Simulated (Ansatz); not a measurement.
Tl:
```xyz
2
Lattice="3.5221 0.0000 0.0000 -1.7611 3.0503 0.0000 0.0000 0.0000 5.5975" Properties=species:S:1:pos:R:3 pbc="T T T"
Tl     0.0000     2.0335     4.1981
Tl     1.7611     1.0168     1.3994
```

Relaxed with r²SCAN. Special points in fractions of this cell's reciprocal vectors: Γ (0.000, 0.000, 0.000); M (0.500, 0.000, 0.000); K (0.333, 0.333, 0.000); A (0.000, 0.000, 0.500); L (0.500, 0.000, 0.500); H (0.333, 0.333, 0.500).

**Question.** List the band energies nearest the Fermi level at these points for r²SCAN with spin–orbit coupling (plane waves, PAW; program Ansatz).

**Answer.** In eV from the Fermi level; about four levels below and three above (degenerate sets whole), none deeper than 8.9 eV; points with the same levels are listed once.

```tsv
k	below	above
Γ	-5.22 -5.22 -2.71 -2.71	6.86 6.86 8.06 8.06
M	-4.78 -4.78 -0.77 -0.77	0.22 0.22 1.59 1.59
K	-4.77 -4.77 -1.27 -1.27	1.14 1.14 2.20 2.20
A	-8.59 -8.59 -8.59 -8.59	3.22 3.22 3.22 3.22
L	-2.19 -2.19 -2.19 -2.19	5.05 5.05 5.05 5.05
H	-1.19 -1.19 -0.75 -0.75	0.09 0.09 0.70 0.70
```

Space group P6_3/mmc (hcp (Mg type)). The cell was relaxed with r²SCAN under the symmetry of its start; of distortions, only those at the zone centre were tested.

Potentials: the later of the program's two PAW sets.
